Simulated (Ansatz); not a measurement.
KMgF3: strain energy, fitted

KMgF3, Pm-3m, a = 3.991 Å. The structure is a Materials Project entry; whether it is the stable form wasn't checked. Ansatz: PBEsol, PAW, 420 eV, Γ-centred 6×6×6 mesh on 5 atoms, Gaussian smearing 0.02 eV; no spin polarisation. Series: biaxial strain in the a-b plane, c and atoms relaxed; x is the strain in per cent. y is the free energy over the unstrained cell, V0 = 12.716 Å³/atom.

```tsv
x (%)	y (meV/atom)
-4.5	?
-3.0	12.35
-1.5	2.94
0.0	0.00
1.5	2.62
3.0	10.00
4.5	21.45
```

Problem. Fit y = c2 x² + c3 x³ to the other rows, turn c2 into a modulus, and predict the missing energy.

Solution. Least squares on the rows shown. y = 1.2450 x² − 0.041630 x³. In eV per unit strain² c2 is 12.45; M is the biaxial modulus (E = M V0 ε²): 12.45 × 160.2 / (12.716) = 157 GPa. At x = -4.5 the fit asked for gives 29.00 meV/atom. The run gave 29.33 meV/atom, so the fit is 0.33 meV/atom too low, 1.1 % of the span of the series, against an rms of 0.04 meV/atom on the fitted rows. The row lies outside the fitted range. With a term in x⁴ added, a fit to the same known rows predicts 29.39 meV/atom, so most of the miss is curvature that the known rows already hold.

Symmetry holds off the tilts and polar distortions that many cubic perovskites undergo.